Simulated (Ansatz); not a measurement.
## Zone-centre phonons of PbF$_{2}$ at 22 GPa: input and output

Method: DFT PBE+D3(BJ), scalar-relativistic, plane waves, PAW in Ansatz.

Launched with:
```bash
ansatz run input.yaml --threads 1 --pin off --max-ram 1228MiB --backend cpu --events-out ev --progress --plain --runs-dir out
```

Input (bare energies are in eV):
```yaml
crystal:
  lattice:
    - [0.0, 2.7921652286, 2.7921652286]
    - [2.7921652286, 0.0, 2.7921652286]
    - [2.7921652286, 2.7921652286, 0.0]
  atoms:
    - { symbol: Pb, position: [0.0, 0.0, 0.0] }
    - { symbol: F, position: [0.25, 0.25, 0.25] }
    - { symbol: F, position: [0.75, 0.75, 0.75] }
basis:
  ecutwfc: 420
kpoints:
  mp_grid: { grid: [8, 8, 8] }
hamiltonian:
  xc: pbe
  dispersion: d3bj
scf:
  occupations: { method: fixed }
output:
  eigenvalues: true
phonons:
  method: dfpt
  dielectric: true
  rigid_motions: translations
  eigenvectors: true
```

Results section of the output:
```
--- Phonons (Γ-DFPT): 2 representative perturbations + reference, on 95 of 512 k-points (Σ response iterations 7) ---
  k mesh reduced under 4 symmetry operations, with k and −k counted as one. Each operation leaves every solved perturbation unchanged. A smaller set is not considered because the run solves the response ...
  ASR residual: 2.074e-4 → 0.000e0 eV/Å²; symmetrization residual: 4.810e-6 eV/Å²
  pairwise dispersion correction: d3bj (s6 = 1.0, s8 = 0.7875, a1 = 0.4289, a2_bohr = 4.4407), with the weights of each atom's references fixed at the reference crystal's, and the forces and stress that the weights' published response gives ...
  ASR residual per site (eV/Å²): 9.15e-5 2.07e-4 2.07e-4
  Γ frequencies (cm⁻¹): 0.00 0.00 0.00 211.30 211.30 211.30 336.45 336.45 336.45
  ε∞ (high-frequency dielectric tensor):
        3.546513    -0.000000    -0.000000
        0.000000     3.546513     0.000000
       -0.000000    -0.000000     3.546513
  ε⁰ (static dielectric tensor: ions relaxed, cell fixed):
       12.526399    -0.000000     0.000000
       -0.000000    12.526399     0.000000
        0.000000     0.000000    12.526399
  ε⁰ − ε∞ (ionic part):
        8.979886    -0.000000     0.000000
       -0.000000     8.979886     0.000000
        0.000000     0.000000     8.979886
  softest optical mode at Γ: 211.30 cm⁻¹; the repairs (sum rule, projections) moved no ω² at Γ by more than (1.89 cm⁻¹)²
  Born effective charges Z* (e; rows j = field, columns β = displacement):
    site 0:
         3.37486   -0.00000    0.00000
         0.00000    3.37486    0.00000
        -0.00000    0.00000    3.37486
    site 1:
        -1.68743   -0.00000    0.00000
         0.00000   -1.68743   -0.00000
         0.00000   -0.00000   -1.68743
    site 2:
        -1.68743    0.00000   -0.00000
        -0.00000   -1.68743    0.00000
         0.00000   -0.00000   -1.68743
  Z* charge neutrality: 2.782e-5 e pre-enforcement
  k-mesh period / interband length: 31.6 Å / 1.25 Å = 25.22 at k = (0.0000, -0.5000, -0.5000), direct gap 4.478 eV — 14 or more, which is no proof of convergence
  optical modes at Γ without the LO–TO term, one row a degenerate level:
      ω (cm⁻¹) modes IR ((D/Å)²/amu)
        211.30      3            24.5512
        336.45      3             0.0000
  optical modes at Γ + LO–TO along q̂ = [1.0000, 0.0000, 0.0000]:
      ω (cm⁻¹) modes IR ((D/Å)²/amu)
        211.30      2            16.3674
        336.45      3             0.0000
        397.11      1             8.1837
  optical modes at Γ + LO–TO along q̂ = [0.0000, 1.0000, 0.0000]:
      ω (cm⁻¹) modes IR ((D/Å)²/amu)
        211.30      2            16.3674
        336.45      3             0.0000
        397.11      1             8.1837
  optical modes at Γ + LO–TO along q̂ = [0.0000, 0.0000, 1.0000]:
      ω (cm⁻¹) modes IR ((D/Å)²/amu)
        211.30      2            16.3674
        336.45      3             0.0000
        397.11      1             8.1837
```

It took 80 s on 1 thread of Arm Neoverse N1, with other jobs on the host, peak memory 0.6 GiB.

Spin–orbit coupling is left out, which matters for heavy elements. Other phases may be more stable at this pressure.